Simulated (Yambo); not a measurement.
```
KBH4
1.0
    4.66337     0.00000     0.00000
    0.00000     4.67774     0.00000
   -0.00767     0.00000     6.54862
H B K
8 2 2
Cartesian
  2.49302   3.50831   0.93069
  2.16268   1.16944   5.61793
  3.49268   4.50742   2.34493
  1.16302   0.17032   4.20369
  1.16302   2.16855   4.20369
  3.49268   2.50919   2.34493
  4.49426   3.50831   0.93141
  0.16144   1.16944   5.61721
  1.16238   1.16944   4.91120
  3.49332   3.50831   1.63742
  3.49266   3.50831   4.91225
  1.16304   1.16944   1.63637
```

The geometry is that of Materials Project entry mp-37722, symmetrised and not relaxed again.

Problem. Where are the main features of Im ε from RPA with local fields on LDA bands (Yambo; 4×4×2 mesh, 99 bands, 3 Ry local-field block, 0.2 eV broadening; field along y)?

Solution. Peaks at 7.5 eV (2.6), 8.1 eV (2.7), 9.9 eV (2.8), 12.1 eV (1.2), 12.8 eV (1.2), heights in brackets. Peak heights and small wiggles depend on the k mesh. Convergence of the RPA response with its 4×4×2 mesh was not tested. No excitonic effects at this level. 

The structure is a Materials Project entry; no match was found in the copy of COD used, and its stability was not checked.
